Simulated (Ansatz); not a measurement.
With r²SCAN in the plane-wave PAW code Ansatz, PbS in the zinc blende structure (F-43m) relaxes to a = 6.602 Å. S has 4 nearest neighbours from 2.86 Å (tetrahedral); Pb has 4 nearest neighbours from 2.86 Å (tetrahedral). Against the elements it lies at -0.41 eV/atom, with no fitted shifts.

The Kohn–Sham gap is 0.95 eV (indirect). The valence maximum lies at W and the conduction minimum at X (3 equivalent valleys). HSE06 on the same cell gives 1.29 eV. Gap from r²SCAN with spin–orbit coupling: 0.84 eV. Electrons at the band edge weigh 0.36, 0.36, 1.7 mₑ (principal values). The hole mass is 0.62, 0.62, 0.73 mₑ (principal values).

The bulk modulus is 38.4 GPa. The relaxed-ion elastic constants in GPa are C11 = 39.8, C12 = 37.8, C44 = -7.9. Bader charges are S -1.03, Pb +1.03 e.

The start of the workflow was typed in or built on a structure type; neither database checked (COD, Materials Project) lists it. It is not the phase usual at ambient conditions (space group No. 225). The r²SCAN relaxation kept the symmetry of its start. At this level the phase is mechanically unstable. The references are the lowest solids computed at this level, not always the standard phases. Scalar-relativistic: spin–orbit coupling is off unless named, which matters more the heavier the elements.

Potentials: the later of the program's two PAW sets.
